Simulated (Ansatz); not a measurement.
KLiBeF₄:
```cif
data_Be2F8K2Li2
_chemical_formula_sum 'K2 Li2 Be2 F8'
_space_group_name_H-M_alt 'P 1'
_space_group_IT_number 1
_cell_length_a 5.01642
_cell_length_b 5.01642
_cell_length_c 8.60118
_cell_angle_alpha 90.000
_cell_angle_beta 90.000
_cell_angle_gamma 120.000
loop_
_space_group_symop_operation_xyz
  'x, y, z'
loop_
_atom_site_label
_atom_site_type_symbol
_atom_site_fract_x
_atom_site_fract_y
_atom_site_fract_z
_atom_site_occupancy
K1 K 0.00000 0.00000 0.99838 1
K2 K 0.00000 0.00000 0.49838 1
Li1 Li 0.33333 0.66667 0.80346 1
Li2 Li 0.66667 0.33333 0.30346 1
Be1 Be 0.66667 0.33333 0.69556 1
Be2 Be 0.33333 0.66667 0.19556 1
F1 F 0.66540 0.03952 0.75118 1
F2 F 0.62589 0.66540 0.25118 1
F3 F 0.96048 0.62589 0.75118 1
F4 F 0.33460 0.96048 0.25118 1
F5 F 0.37411 0.33460 0.75118 1
F6 F 0.03952 0.37411 0.25118 1
F7 F 0.66667 0.33333 0.51508 1
F8 F 0.33333 0.66667 0.01508 1
```

Relaxed with r²SCAN. r²SCAN in the plane-wave PAW code Ansatz gives a gap of 7.80 eV.

What gap does HSE06 give on the same cell (Ansatz, PAW)?

9.21 eV, 1.40 eV more. The hybrid was solved on a coarser mesh and at special points; the gap given is the minimum over both.

```tsv
k	v1 r²SCAN	c1 r²SCAN	v1 HSE06	c1 HSE06
Γ	-0.09	7.80	-0.09	9.21
A	-0.01	8.48	[?]	[?]
K	-0.04	9.90	-0.04	11.42
H	-0.17	9.89	[?]	[?]
M	-0.02	9.71	[?]	[?]
L	-0.12	9.84	[?]	[?]
```

Top valence (v1) and lowest conduction level (c1) in eV from each method's valence maximum (which need not be a listed point): supply the withheld HSE06 values.


- L, v1 HSE06: -0.13
- L, c1 HSE06: 11.35
- A, v1 HSE06: -0.01
- A, c1 HSE06: 9.89
- H, v1 HSE06: -0.17
- H, c1 HSE06: 11.41
- M, v1 HSE06: -0.02
- M, c1 HSE06: 11.21

Cost on shared cores: the r²SCAN run (SCF on a 7×7×4 mesh, then bands and DOS) around 4 core-minutes (rough), the HSE06 run (SCF on 4×4×2, then a few points) very roughly 6 core-minutes; the tasks are unlike.

Space group P6_3. The first step of the workflow began from a Materials Project structure, measured or hypothetical; the Crystallography Open Database copy checked does not list it. Its standing as an ambient phase is unchecked. The cell was relaxed with r²SCAN under the symmetry of its start; whether a distortion lowers the energy is not shown.

Potentials: the later of the program's two PAW sets.
